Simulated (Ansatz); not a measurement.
NiSb:
Space group P6₃/mmc (No. 194); a = 3.8776 Å, b = 3.8776 Å, c = 5.0318 Å, α = 90.00°, β = 90.00°, γ = 120.00°

```csv
atom,site,symmetry,x,y,z
Ni,2a,-3m.,0.0000,0.0000,0.0000
Sb,2c,-6m2,0.3333,0.6667,0.2500
```

Relaxed with LDA.

### Question
Which orbitals make up the states near the Fermi level in plane-wave PAW LDA (Ansatz code)?

### Answer
Within 0.5 eV of the Fermi level: Ni 3d 50 %, Sb 5p 36 %, Sb 5s 8 %. Projections are on Löwdin-orthogonalised atomic valence shells; empty p or d shells of many metals are not among them.

### Question
Tabulate the density of states.

### Answer
States/eV per cell of 4 atoms, in 0.25 eV bins, energy from the Fermi level.

| E (eV) | total | Ni 3d | Sb 5p | Ni 4s |
|---|---|---|---|---|
| -7.85 | 0.00 | 0.00 | 0.00 | 0.00 |
| -7.60 | 0.00 | 0.00 | 0.00 | 0.00 |
| -7.35 | 0.00 | 0.00 | 0.00 | 0.00 |
| -7.10 | 0.00 | 0.00 | 0.00 | 0.00 |
| -6.85 | 0.24 | 0.02 | 0.16 | 0.05 |
| -6.60 | 1.08 | 0.09 | 0.70 | 0.21 |
| -6.35 | 1.64 | 0.18 | 1.03 | 0.28 |
| -6.10 | 1.70 | 0.21 | 1.13 | 0.23 |
| -5.85 | 1.71 | 0.25 | 1.15 | 0.18 |
| -5.60 | 1.93 | 0.35 | 1.24 | 0.18 |
| -5.35 | 1.42 | 0.31 | 0.86 | 0.12 |
| -5.10 | 1.42 | 0.36 | 0.82 | 0.11 |
| -4.85 | 1.96 | 0.57 | 1.07 | 0.16 |
| -4.60 | 1.84 | 0.62 | 0.96 | 0.13 |
| -4.35 | 2.04 | 0.81 | 1.00 | 0.12 |
| -4.10 | 3.66 | 1.91 | 1.52 | 0.12 |
| -3.85 | 4.19 | 2.37 | 1.54 | 0.16 |
| -3.60 | 4.66 | 2.83 | 1.52 | 0.17 |
| -3.35 | 3.09 | 1.91 | 1.03 | 0.05 |
| -3.10 | 8.48 | 6.10 | 2.05 | 0.09 |
| -2.85 | 8.10 | 5.87 | 1.81 | 0.12 |
| -2.60 | 4.49 | 3.46 | 0.82 | 0.04 |
| -2.35 | 6.22 | 5.84 | 0.18 | 0.05 |
| -2.10 | 13.07 | 12.36 | 0.26 | 0.15 |
| -1.85 | 6.00 | 5.47 | 0.30 | 0.07 |
| -1.60 | 7.28 | 6.63 | 0.34 | 0.09 |
| -1.35 | 5.92 | 5.26 | 0.45 | 0.06 |
| -1.10 | 3.09 | 2.27 | 0.61 | 0.06 |
| -0.85 | 2.38 | 1.57 | 0.62 | 0.04 |
| -0.60 | 2.12 | 1.28 | 0.64 | 0.03 |
| -0.35 | 2.29 | 1.34 | 0.72 | 0.04 |
| -0.10 | 2.13 | 1.16 | 0.71 | 0.04 |
| 0.15 | 1.85 | 0.82 | 0.72 | 0.04 |
| 0.40 | 2.10 | 0.85 | 0.89 | 0.05 |
| 0.65 | 1.63 | 0.57 | 0.77 | 0.04 |
| 0.90 | 1.20 | 0.39 | 0.61 | 0.03 |
| 1.15 | 1.63 | 0.50 | 0.82 | 0.09 |
| 1.40 | 1.99 | 0.55 | 1.07 | 0.11 |
| 1.65 | 1.74 | 0.43 | 0.99 | 0.08 |
| 1.90 | 1.47 | 0.33 | 0.87 | 0.07 |
| 2.15 | 1.41 | 0.30 | 0.87 | 0.07 |
| 2.40 | 1.40 | 0.27 | 0.88 | 0.08 |
| 2.65 | 1.63 | 0.31 | 1.05 | 0.10 |
| 2.90 | 1.48 | 0.25 | 0.98 | 0.09 |
| 3.15 | 1.36 | 0.21 | 0.89 | 0.11 |
| 3.40 | 1.42 | 0.20 | 0.93 | 0.14 |
| 3.65 | 1.15 | 0.15 | 0.71 | 0.15 |
| 3.90 | 1.12 | 0.12 | 0.54 | 0.25 |
| 4.15 | 1.31 | 0.11 | 0.45 | 0.40 |
| 4.40 | 1.32 | 0.08 | 0.33 | 0.43 |
| 4.65 | 1.78 | 0.09 | 0.38 | 0.54 |

Space group P6_3/mmc (NiAs type). Symmetry was held in the LDA relaxation; of distortions, only those at the zone centre were tested. The run is not spin-polarised. Spin–orbit coupling is left out wherever it is not named.

Potentials: the later of the program's two PAW sets.
